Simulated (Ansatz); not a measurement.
## 14N nuclear quadrupole resonance in Si3N4

Cell: an entry of the Crystallography Open Database (COD; perhaps a calculated or model structure), its atoms then relaxed with PBE in this cell.

Space group Fd-3m:1 (No. 227); a = 7.6765 Å.

```csv
site,Wyckoff,site symmetry,x,y,z
Si1,16d,.-3m,0.1250,0.1250,0.6250
Si5,8a,-43m,0.5000,0.5000,0.0000
N,32e,.3m,0.8822,0.8822,0.3822
```

One atom of each set is listed; the run and its k-mesh use a cell of 14 atoms with edges of 5.43, 5.43, 5.43 Å.

Level of theory: DFT, PBE, plane waves and PAW (field gradients read without the response of the frozen cores, which leaves them typically 4 to 6 % off), scalar-relativistic, 420 eV cutoff, Γ-centred 6×6×6 k-points, Fermi–Dirac smearing 0.02 eV (Ansatz 0.2.0).

14N: I = 1, Q = 20.44 mb (year-2017 value). Static lattice, zero field.

Question: The simulated lines lie at 1.08 MHz. What are |C_Q|, η and |V_zz| at N?

Answer: For I = 1 the lines are ν± = (3/4)|C_Q|(1 ± η/3) and ν₀ = |C_Q|η/2. Here |C_Q| = 1.44 MHz, η = 0.00 and |V_zz| = 2.90 × 10²¹ V/m². The calculation gives V_zz positive; the lines don't show the sign. The site has 4 Si at 1.76–1.87 Å.

An axis of threefold or higher order runs through N, so V_zz lies along it and η is zero.

At this cell the PBE pressure is 14 GPa, so with PBE the cell would grow if it were relaxed. The entry's cell may itself be off.

The relaxation (3 steps) took 15 s of wall time (15 s of CPU time) and 0.47 GiB at its peak, on 1 thread of Intel Xeon Platinum 8259CL CPU @ 2.50GHz (Skylake/Cascade Lake) (x86_64; 16 cores open to the job, memory cap 3.0 GiB, no GPU), a shared host with a load of 0.3 a core.
